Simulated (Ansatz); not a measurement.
A geometry of TiB2 away from equilibrium: step 6 of the relaxation of a generated trial cell of TiB2 in the CrSi2 structure type. Level of theory: r2SCAN (plane waves to 500 eV, PAW, scalar-relativistic; Ansatz, an electronic-structure program). Γ-centred k-mesh 9×9×6 on the run's cell, Fermi–Dirac smearing 0.05 eV. The plane waves were selected for a different cell earlier on the path.

```yaml
crystal:
  lattice:
    - [4.15492, 0.00000, 0.00000]
    - [-2.07746, 3.59826, 0.00000]
    - [0.00000, 0.00000, 5.96620]
  atoms:
    - { symbol: Ti, position: [0.50000, 0.00000, 0.00000] }
    - { symbol: Ti, position: [0.50000, 0.50000, 0.33333] }
    - { symbol: Ti, position: [0.00000, 0.50000, 0.66667] }
    - { symbol: B, position: [0.21624, 0.43247, 0.00000] }
    - { symbol: B, position: [0.78376, 0.21624, 0.33333] }
    - { symbol: B, position: [0.56753, 0.78376, 0.66667] }
    - { symbol: B, position: [0.78376, 0.56753, 0.00000] }
    - { symbol: B, position: [0.21624, 0.78376, 0.33333] }
    - { symbol: B, position: [0.43247, 0.21624, 0.66667] }
```

Question: Give the Cartesian forces on all atoms (eV/Å).

Answer: 
| atom | Fx | Fy | Fz |
|---|---|---|---|
| Ti1 | 0.00 | 0.00 | 0.00 |
| Ti2 | 0.00 | 0.00 | 0.00 |
| Ti3 | 0.00 | 0.00 | 0.00 |
| B4 | 0.00 | -1.08 | 0.00 |
| B5 | 0.93 | -0.54 | 0.00 |
| B6 | 0.93 | 0.54 | 0.00 |
| B7 | 0.00 | 1.08 | 0.00 |
| B8 | -0.93 | 0.54 | 0.00 |
| B9 | -0.93 | -0.54 | 0.00 |

The path ends in P6₂22 (No. 180) (AFLOW prototype AB2_hP9_180_d_j (C40, as in CrSi2)). No spin polarisation in the result.

The run could not lose the symmetry of its start, so the end can be a saddle point.

The end of the path is a generated cell of TiB2: the first start was made by placing the elements on the sites of a structure type, and the end was not matched to a known phase here, so it may be hypothetical. Known forms of TiB2 include space group No. 191.
